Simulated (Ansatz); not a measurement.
### Question
Re (dhcp (α-La type), P6_3/mmc) is relaxed with r²SCAN+D4 (plane waves, PAW; program Ansatz). What lattice parameters of the conventional cell result?

### Answer
a = 2.754 Å, c = 8.895 Å.

The first step of the workflow began from a Materials Project structure, measured or hypothetical. Its sites differ from those of the usual phase in this space group: another stacking or structure type. The r²SCAN+D4 relaxation kept the symmetry of its start; its stability against distortions is not shown here. No spin polarisation was allowed. The pairwise dispersion correction was not fitted to metals. Axis ratios of metals converge slowly with the k-mesh, so a and c are less sure than the volume. Spin–orbit coupling is left out wherever it is not named.

Potentials: the later of the program's two PAW sets.
